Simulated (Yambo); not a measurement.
Quantum ESPRESSO input (LDA, PseudoDojo standard norm-conserving files, scalar-relativistic) whose wavefunctions are converted with p2y:

```
&CONTROL
  calculation = 'nscf'
  pseudo_dir = './pseudo'
  outdir = './out'
/
&SYSTEM
  ibrav = 0
  nat = 10
  ntyp = 4
  ecutwfc = 88.0
  ecutrho = 352.0
  occupations = 'fixed'
  force_symmorphic = .true.
  nbnd = 344
/
&ELECTRONS
  conv_thr = 1e-08
  diago_full_acc = .true.
  diago_thr_init = 1e-08
/
ATOMIC_SPECIES
F 18.9984 F.upf
Na 22.9898 Na.upf
Sc 44.9559 Sc.upf
Cs 132.9055 Cs.upf
CELL_PARAMETERS angstrom
  0.000000000000   4.496450000000   4.496450000000
  4.496450000000   0.000000000000   4.496450000000
  4.496450000000   4.496450000000   0.000000000000
ATOMIC_POSITIONS crystal
F   0.771440000000   0.228560000000   0.228560000000
F   0.228560000000   0.771440000000   0.771440000000
F   0.228560000000   0.771440000000   0.228560000000
F   0.771440000000   0.228560000000   0.771440000000
F   0.228560000000   0.228560000000   0.771440000000
F   0.771440000000   0.771440000000   0.228560000000
Na   0.500000000000   0.500000000000   0.500000000000
Sc   0.000000000000   0.000000000000   0.000000000000
Cs   0.750000000000   0.750000000000   0.750000000000
Cs   0.250000000000   0.250000000000   0.250000000000
K_POINTS automatic
1 1 1 0 0 0
```

Yambo's initialisation report on symmetry, reciprocal space, the k grid and the gaps on this mesh:

```
  [02.02] Symmetries
  ==================

  Inversion symmetry    : yes
  Spatial inversion     : yes
  Inversion index       :  25
  K-space Time-reversal : no
  Magnetic symmetries   : no
  Group table correct   : yes
  Symmetries units      :  [cc]

  [02.03] Reciprocal space
  ========================

  nG shells         :   860
  nG charge         :  136595
  nG WFs            :  16961
  nC WFs            :  16961
  G-vecs. in first 80 shells:  [ Number ]
     1    9   15   27   51   59   65   89  113
    137   169   181   229   259   283   307   331   339
    387   411   459   531   537   561   609   645   701
    725   749   821   869   893   941   965  1037  1067
   1139  1211  1243  1291  1363  1411  1459  1471  1591
   1639  1687  1759  1807  1837  1893  1917  1989  2085
   2109  2133  2229  2277  2397  2421  2445  2565  2637
   2685  2733  2741  2837  2891  2975  3071  3119  3143
    3215   3287   3383   3479   3527   3647   3695   3719
  ...
  Shell energy in first 80 shells:  [ mHa ]
    0.00000      205.047      273.396      546.792      751.840      820.189      1093.58      1298.63      1366.98
    1640.38      1845.42      2187.17      2392.22      2460.57      2733.96      2939.01      3007.36      3280.75
    3485.80      3554.15      3827.55      4032.59      4374.34      4579.39      4647.74      4921.13      5126.18
    5194.53      5467.92      5672.97      5741.32      6014.72      6219.76      6561.51      6766.56      6834.90
    7108.30      7313.35      7381.70      7860.14      7928.49      8201.89      8406.93      8748.68      8953.73
    9022.07      9295.47      9500.52      9568.87      9842.26      10047.3      10115.7      10389.1      10594.1
    10935.8      11140.9      11209.2      11482.6      11687.7      11756.0      12029.4      12234.5      12302.8
    12576.2      12781.3      13123.0      13328.1      13396.4      13669.8      13874.9      13943.2      14216.6
    14421.6      14490.0      14763.4      14968.4      15310.2      15515.2      15583.6      15857.0
  ...

  [02.04] K-grid lattice
  ======================

  Compatible Grid is   : 0D
  K lattice UC volume  :  0.202164 [a.u.]

  IBZ K-points                                      :  1
  BZ  K-points                                      :  1

  K/Q-points units:
  rlu = crystal or reduced units; cc = cartesian coordinates; iku = interal k-units

  K [1]          [rlu]:  0.000000  0.000000  0.000000
         WF components:  16961

  [02.05] Energies & Occupations
  ==============================

  [X] === General ===
  [X] Electronic Temperature                        :  0.000000  0.000000 [eV K]
  [X] Bosonic    Temperature                        :  0.000000  0.000000 [eV K]
  [X] Finite Temperature mode                       : no
  [X] El. density                                   :  0.44000E+24 [cm-3]
  [X] Fermi Level                                   :  1.609068 [eV]

  [X] === Gaps and Widths ===
  [X] Conduction Band Min                           :  6.785249 [eV]
  [X] Valence Band Max                              :  0.000000 [eV]
  [X] Filled Bands                                  :   40
  [X] Empty Bands                                   :    41   344
  [X] Direct Gap                                    :  6.785249 [eV]
  [X] Direct Gap localized at k                     :  1
```
The gaps are LDA values on this mesh alone; only operations without fractional translations are kept.

Geometry of the Materials Project entry, not relaxed at this level.
